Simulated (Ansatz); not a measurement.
# In2O under pressure

Level of theory: Ansatz 0.2.0, DFT PBEsol, scalar-relativistic, plane waves, PAW. Plane waves to 420 eV; Γ-centred k mesh 12×12×4; Fermi-Dirac smearing of 0.15 eV. No spin polarisation. Phonons by linear response, acoustic sum rule imposed.

Equilibrium structure at this level:
```
In O
1.0
     3.35402    0.00000    0.00000
    -1.67701    2.90467    0.00000
     0.00000    0.00000   12.45340
In O
4 2
Cartesian
  0.0000 0.0000 4.7680
  0.0000 0.0000 7.6854
  1.6770 0.9682 1.4202
  0.0000 1.9364 11.0332
  1.6770 0.9682 3.7822
  0.0000 1.9364 8.6712
```

The cell was built by swapping an element in a database structure (itself possibly hypothetical) and relaxing; it need not be the stable form of this composition. In a metal, frequencies and elastic constants depend on the k mesh and the smearing, soft modes and shear constants most. A semilocal functional can close a gap that the real compound has.

Question: The cell is relaxed again at 8 and 25 GPa. How do volume, gap and optical modes at Γ (cm⁻¹, counted from the lowest optical one; a degenerate one stands once) change?

Answer:
```csv
,0 GPa,8 GPa,25 GPa
V/V0,1.000,0.885,0.764
gap (eV),0.00,0.00,0.00
mode 1,26,20,9
mode 3,38,34,14
mode 5,46,41,27
mode 7,87,107,138
mode 8,110,148,192
mode 9,136,178,234
mode 10,319,357,355
mode 11,333,357,355
mode 12,351,361,358
mode 14,353,397,513
mode 15,353,400,527
```

Cost: 3 runs of about 25 core-minutes in all, on Arm Neoverse V2 (shared hosts).